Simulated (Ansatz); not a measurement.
Input:

CaTaS$_{2}$:
```xyz
8
Lattice="3.3743 0.0000 0.0000 -1.6872 2.9223 0.0000 0.0000 0.0000 14.2862" Properties=species:S:1:pos:R:3 pbc="T T T"
S      0.0000     1.9482     9.1314
Ta     0.0000     0.0000    10.7146
S      0.0000     1.9482    12.2979
Ca     0.0000     0.0000     0.0000
S      1.6872     0.9741     1.9883
Ta     0.0000     0.0000     3.5715
S      1.6872     0.9741     5.1548
Ca     0.0000     0.0000     7.1431
```

This is the PBE+D3(BJ)-relaxed structure. Tensor components refer to the Cartesian frame of this cell.

### Question
All from the program Ansatz at the PBE+D3(BJ) level (PAW), unless another level is named. Predict the highest zone-centre frequency.

### Answer
348 cm⁻¹.

### Question
And the Poisson's ratio?

### Answer
0.21.

### Question
Predict the elastic constants (relaxed ions, GPa).

### Answer
C11 = 195, C12 = 60.9, C13 = 63.0, C33 = 202, C44 = 90.1.

Space group P6_3/mmc. A made-up cell: these elements were put on the sites of a structure type; neither database checked (COD, Materials Project) lists it. Its standing as an ambient phase is unchecked. Symmetry was held in the PBE+D3(BJ) relaxation; of distortions, only those at the zone centre were tested. No spin polarisation was allowed. As this level gives no gap, shear constants depend on the k-mesh and smearing (Fermi–Dirac, 0.1 eV here). As this level gives no gap, phonon frequencies hold no LO–TO term and depend on the k-mesh and smearing (Fermi–Dirac, 0.1 eV here). Scalar-relativistic: spin–orbit coupling is off unless named, which matters more the heavier the elements.

Potentials: the later of the program's two PAW sets.
